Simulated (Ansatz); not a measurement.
Consider the following.

Relaxed WC (WC type, space group P-6m2):

```
CELL_PARAMETERS angstrom
      5.82432     0.00000     0.00000
     -1.45608     2.52201     0.00000
      0.00000     0.00000     2.83623
ATOMIC_POSITIONS crystal
  W  0.00000 0.00000 0.00000
  W  0.50000 0.00000 0.00000
  C  0.33333 0.33333 0.50000
  C  0.83333 0.33333 0.50000
```

Scan: atom 1 (W, nearest neighbour C at 2.200 Å; its periodic images, 2.8 Å or more away, move with it) is displaced along Cartesian x, direction (1.000, 0.000, 0.000) in Cartesian axes, by s. The other atoms stay.

All values below come from r2SCAN (plane waves to 500 eV, PAW, scalar-relativistic; Ansatz, a program for electronic structure). k mesh 15×15×13 (Γ-centred), Fermi-Dirac smearing 0.05 eV. Energies are smeared free energies. With partly filled bands, energies and forces of such displacements shift with the k mesh and the smearing. Spin-orbit coupling is left out, though W is heavy. WC is run without spin polarisation. WC was relaxed with its symmetry unable to fall. The zero of ΔE is the undisplaced structure.

The scan covers s from -0.440 to 0.440 Å in 11 points.

Question: Is the energy the same for displacements of ±0.440 Å, and if not, which side lies higher?

Answer: Not even: the positive side lies higher at ±0.440 Å. With its periodic images moving along, the atom's site symmetry in this cell is mm2.

Question: What is the force constant k = d²E/ds² of this move at s = 0?

Answer: 29.0 eV/Å².

(A displaced cell: forces are minus the slopes of the energy, force constants its curvatures, and phonons follow from these.)
